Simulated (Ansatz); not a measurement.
The relaxed structure here is a generated cell of Ti: the first start was made by placing the elements on the sites of a structure type, and the end was not matched to a known phase here, so it may be hypothetical. Known forms of Ti include space group No. 194.

A relaxed cell of Ti (I4/mmm (No. 139)), relaxed on a k-mesh at least as fine as the one used below. Calculation: PBE (plane waves to 420 eV, PAW, scalar-relativistic; Ansatz, a first-principles code). Γ-centred k-mesh 14×7×13 on the run's cell (coarser than for final values), Fermi–Dirac smearing 0.05 eV.

```xyz
2
Lattice="-1.7071 1.7071 1.4803 3.4143 -3.4143 2.9606 1.7071 1.7071 -1.4803" Properties=species:S:1:pos:R:3 pbc="T T T"
Ti     0.0000     0.0000     0.0000
Ti     1.7071    -1.7071     1.4803
```

The atoms are displaced by (Å):

```tsv
atom	ux	uy	uz
Ti1	0.025	0.014	-0.007
Ti2	-0.113	0.086	0.027
```

Question: What forces (eV/Å) and pressure result?

Answer: 
```tsv
atom	Fx	Fy	Fz
Ti1	-0.13	0.23	-0.12
Ti2	0.13	-0.23	0.12
```

Pressure +0.1 GPa.

The undisplaced cell is probably no minimum: from this displacement the run went on to P6₃/mmc (No. 194), 0.10 eV/atom below it.

No spin polarisation in the result.
